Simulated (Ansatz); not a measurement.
Ir$_{4}$Rh: computed properties

Method: DFT PBE, scalar-relativistic, plane waves, PAW in Ansatz 0.2.0.

Cutoff 420 eV; k points 18×18×18 on the computed 5-atom cell (Γ-centred); Gaussian smearing, width 0.10 eV; no spin polarisation.

The structure is relaxed at this level of theory with its symmetry kept, and needn't be the ground state of this composition.

```cif
data_structure
_symmetry_space_group_name_H-M 'R-3m:H'
_symmetry_Int_Tables_number 166
_cell_length_a 2.7310
_cell_length_b 2.7310
_cell_length_c 33.4478
_cell_angle_alpha 90.000
_cell_angle_beta 90.000
_cell_angle_gamma 120.000
_cell_volume 216.05
loop_
_atom_site_label
_atom_site_type_symbol
_atom_site_symmetry_multiplicity
_atom_site_Wyckoff_symbol
_atom_site_fract_x
_atom_site_fract_y
_atom_site_fract_z
_atom_site_occupancy
Ir1 Ir 6 c 0.33333 0.66667 0.76676 1
Ir2 Ir 6 c 0.00000 0.00000 0.70013 1
Rh1 Rh 3 b 0.66667 0.33333 0.83333 1
```

| Property | Result |
| --- | --- |
| Space group | R-3m (No. 166) |
| Volume per atom | 14.40 Å³ |
| Formation energy from the elements' standard states (uncorrected) | -0.008 eV/atom |
| Kohn–Sham band gap | none (metal) |
| Density of states at the Fermi level | 5.4 states/eV per cell |
| Orbital (Löwdin) character within 0.5 eV of the Fermi level | Ir 5d 72 %, Rh 4d 24 % |
| Bader charge by site (e) | Ir (2 in the cell) -0.04, Ir (2 in the cell) 0.01, Rh (1 in the cell) 0.07 |

Spin-orbit coupling is left out, which matters for the bands of heavy elements.

The cell was found from a structure generator's guess, not taken from experiment. Löwdin shares on free-atom orbitals overweight diffuse shells.
